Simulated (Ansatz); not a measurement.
Cr:
```
CELL_PARAMETERS angstrom
     -1.40709     1.40709     1.40709
      1.40709    -1.40709     1.40709
      1.40709     1.40709    -1.40709
ATOMIC_POSITIONS crystal
  Cr 0.00000 0.00000 0.00000
```

Relaxed with PBEsol. Special points in fractions of this cell's reciprocal vectors: Γ (0.000, 0.000, 0.000); H (0.500, -0.500, 0.500); N (0.000, 0.000, 0.500); P (0.250, 0.250, 0.250).

Problem. List the band energies nearest the Fermi level at these points for PBEsol (plane waves, PAW; program Ansatz).

Solution. In eV from the Fermi level; about four levels below and three above (degenerate sets whole), none deeper than 8.9 eV; … stands for higher levels left out; points with the same levels are listed once.

```csv
k,below,above
Γ,-8.06 -0.98 -0.98 -0.98,…
H,-4.62 -4.62,2.60 2.60 2.60
N,-4.68 -2.62,1.15 1.18 1.53
P,-2.46 -2.46 -2.46,1.59 1.59 …
```

Space group Im-3m (bcc (W type)). Symmetry was held in the PBEsol relaxation. The workflow began spin-polarised and lost its moments. Textbook magnetic order: a spin-density-wave antiferromagnet.

Potentials: the later of the program's two PAW sets.
